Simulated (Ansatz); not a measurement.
Rb:
```yaml
crystal:
  lattice:
    - [-2.86134, 2.86134, 2.86134]
    - [2.86134, -2.86134, 2.86134]
    - [2.86134, 2.86134, -2.86134]
  atoms:
    - { symbol: Rb, position: [0.00000, 0.00000, 0.00000] }
```

Relaxed with r²SCAN+D4. Special points in fractions of this cell's reciprocal vectors: Γ (0.000, 0.000, 0.000); H (0.500, -0.500, 0.500); N (0.000, 0.000, 0.500); P (0.250, 0.250, 0.250).

Task: List the band energies nearest the Fermi level at these points for plane-wave PAW r²SCAN+D4 (Ansatz code).

Result: In eV from the Fermi level; about four levels below and three above (degenerate sets whole), none deeper than 8.9 eV; points with the same levels are listed once.

| k | below | above |
|---|---|---|
| Γ | -2.06 | 4.08 4.08 4.08 |
| H | – | 1.33 1.33 3.44 3.44 3.44 |
| N | – | 0.35 0.69 2.86 |
| P | – | 1.33 1.33 1.33 |

Space group Im-3m (bcc (W type)). The r²SCAN+D4 relaxation kept the symmetry of its start. The pairwise dispersion correction was not fitted to metals. Spin–orbit coupling is left out wherever it is not named.

Potentials: the later of the program's two PAW sets.
